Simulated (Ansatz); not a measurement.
The relaxed structure here is a generated cell of Cu: the first start was made by placing the elements on the sites of a structure type, and the end was not matched to a known phase here, so it may be hypothetical. Known forms of Cu include space group No. 225.

A relaxed cell of Cu (P6/mmm (No. 191)), relaxed on a k-mesh at least as fine as the one used below. All values below come from PBEsol (plane waves to 420 eV, PAW, scalar-relativistic; Ansatz, a quantum-chemistry and plane-wave program). Γ-centred k-mesh 9×9×13 on the run's cell (coarser than for final values), Fermi–Dirac smearing 0.05 eV.

```yaml
crystal:
  lattice:
    - [4.04910, 0.00000, 0.00000]
    - [-2.02455, 3.50663, 0.00000]
    - [0.00000, 0.00000, 2.43322]
  atoms:
    - { symbol: Cu, position: [0.00000, 0.00000, 0.00000] }
    - { symbol: Cu, position: [0.33333, 0.66667, 0.50000] }
    - { symbol: Cu, position: [0.66667, 0.33333, 0.50000] }
```

The atoms are displaced along an unstable phonon of this cell by (Å):

```tsv
atom	ux	uy	uz
Cu1	0.000	0.000	0.000
Cu2	0.000	0.000	-0.150
Cu3	0.000	0.000	0.150
```

Question: What forces (eV/Å) and pressure result?

Answer: 
| atom | Fx | Fy | Fz |
|---|---|---|---|
| Cu1 | 0.00 | 0.00 | 0.00 |
| Cu2 | 0.00 | 0.00 | -0.22 |
| Cu3 | 0.00 | 0.00 | 0.22 |

Pressure -0.6 GPa.

The undisplaced cell is probably no minimum: from this displacement the run went on to Im-3m (No. 229), 0.05 eV/atom below it.

No spin polarisation in the result.
